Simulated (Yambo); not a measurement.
Yambo input for a free-standing Li2WS4 monolayer (symmetry P-42m, slab cell 15.5 Å high) (a = 5.975 Å, b = 5.975 Å, c = 15.500 Å, α = 90.00°, β = 90.00°, γ = 90.00°), on PBEsol (pw.x of Quantum ESPRESSO, ONCV potentials, scalar-relativistic) wavefunctions on a 4×4×1 mesh:

```
rim_cut
optics
chi
dipoles
kernel
RandQpts= 1000000
RandGvec= 2 Ry
CUTGeo= "slab z"
FFTGvecs= 30 Ry
Chimod= "HARTREE"
NGsBlkXd= 2 Ry
% QpntsRXd
 1 | 1 |
%
% BndsRnXd
 4 | 129 |
%
GrFnTpXd= "R"
% EnRngeXd
 0.0 | 20.0 | eV
%
% DmRngeXd
 0.2 | 0.2 | eV
%
CGrdSpXd= 50
ETStpsXd= 161
% LongDrXd
 1.0 | 0.0 | 0.0 |
%
```

First lines of the file o-*.alpha_q1_inv_rpa_dyson:

```
Polarizability  ( -<<X>> ) @ Q(1):   1.00000000     0.00000000     0.00000000    [q->0 direction]
#
# Polarizability units: length
#
# [ X ] Hartree size     :  203
# [GEN] GF Energies     : Perdew, Burke & Ernzerhof SOL(X)+Perdew, Burke & Ernzerhof SOL(C)
# [GEN] Green`s Function     : Retarded
#
# [GEN] Gauge     : Length
# [GEN] [r,Vnl] included     : yes
#
#    E[1] [eV]     Im(alpha)     Re(alpha)     Im(alpha_o)     Re(alpha_o)
#
     0.000000     -0.77803E-13     1.743580     -0.18949E-16     3.418285
     0.125000     0.002090     1.744227     0.008650     3.420949
     0.250000     0.004199     1.746175     0.017436     3.428980
     0.375000     0.006347     1.749442     0.026500     3.442502
     0.500000     0.008555     1.754057     0.035997     3.461726
     0.625000     0.010848     1.760063     0.046106     3.486963
     0.750000     0.013251     1.767520     0.057038     3.518638
     0.875000     0.015798     1.776502     0.069053     3.557311
     1.000000     0.018528     1.787108     0.082480     3.603713
     1.125000     0.021490     1.799459     0.097748     3.658789
     1.250000     0.024747     1.813711     0.115433     3.723761
     1.375000     0.028385     1.830058     0.136330     3.800224
     1.500000     0.032520     1.848751     0.161576     3.890284
     1.625000     0.037319     1.870116     0.192847     3.996757
     1.750000     0.043027     1.894577     0.232728     4.123482
     1.875000     0.050032     1.922711     0.285388     4.275794
     2.000000     0.058971     1.955299     0.357961     4.461223
     2.125000     0.070977     1.993417     0.463517     4.690367
     2.250000     0.088219     2.038440     0.627858     4.976899
     2.375000     0.114905     2.091532     0.903251     5.330970
     2.500000     0.158245     2.152462     1.386034     5.736833
     2.625000     0.233979     2.215638     2.262342     6.072131
     2.750000     0.357244     2.238619     3.571352     5.765100
     2.875000     0.448548     2.176142     4.329802     4.592457
     3.000000     0.470544     2.137152     4.356179     3.371174
     3.125000     0.507691     2.106546     3.628160     2.437351
     3.250000     0.510693     2.053166     2.688779     2.321145
     3.375000     0.457061     2.027063     2.104401     2.766402
     3.500000     0.395361     2.084114     1.971579     3.387500
     3.625000     0.396638     2.182134     2.252035     4.022033
     3.750000     0.437658     2.265217     2.965102     4.477329
```
(The file goes on to the top of the energy range; α is in bohr.) Convergence of the RPA response with its 4×4×1 mesh was not tested.

Spin-orbit coupling is not included.

Geometry relaxed with PBEsol.

This is a model layer cut from the bulk structure; whether it is stable on its own was not checked.
